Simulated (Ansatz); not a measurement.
# LiBeF3: stable or not

The cell was found from a structure generator's guess, not taken from experiment.

All numbers below come from DFT PBE, scalar-relativistic, plane waves, PAW in Ansatz 0.2.0. Settings of the last relaxation (10-atom cell): 420 eV, 8×8×6 k points, Gaussian smearing of 0.02 eV, no spin polarisation.

```cif
data_structure
_symmetry_space_group_name_H-M 'Cm'
_symmetry_Int_Tables_number 8
_cell_length_a 16.7313
_cell_length_b 2.8178
_cell_length_c 4.6985
_cell_angle_alpha 90.000
_cell_angle_beta 93.774
_cell_angle_gamma 90.000
_cell_volume 221.03
loop_
_atom_site_label
_atom_site_type_symbol
_atom_site_symmetry_multiplicity
_atom_site_Wyckoff_symbol
_atom_site_fract_x
_atom_site_fract_y
_atom_site_fract_z
_atom_site_occupancy
Li1 Li 2 a 0.15204 0.50000 0.40902 1
Li2 Li 2 a 0.35356 0.00000 0.47203 1
Be1 Be 2 a 0.00426 0.00000 0.60134 1
Be2 Be 2 a 0.23873 0.00000 0.94607 1
F1 F 2 a 0.07954 0.00000 0.42093 1
F2 F 2 a 0.42185 0.50000 0.42763 1
F3 F 2 a 0.19285 0.50000 0.83925 1
F4 F 2 a 0.31946 0.00000 0.83583 1
F5 F 2 a 0.00877 0.50000 0.77111 1
F6 F 2 a 0.23567 0.00000 0.27677 1
```

The zero of energy is the elements' standard structures at the same level (F₂ as a molecule); no fitted shifts are applied.

Question: These tests were run: energy against the elements; random kick, then relaxation without symmetry; phonons at Γ; elastic tensor. What do they show?

Answer:

```
                                         test                       result
                  energy against the elements               −3.088 eV/atom
random kick, then relaxation without symmetry                      returns
                                 phonons at Γ  lowest optical mode 76 cm⁻¹
                               elastic tensor       least eigenvalue 7 GPa
```

It fails none of these tests. Other phases of the system weren't compared here, so this isn't yet thermodynamic stability. Phonons away from Γ weren't computed.

The kick test ran on a coarse mesh. The run for the phonons used an 8×8×6 k mesh. The run for the elastic tensor used an 8×8×6 k mesh.
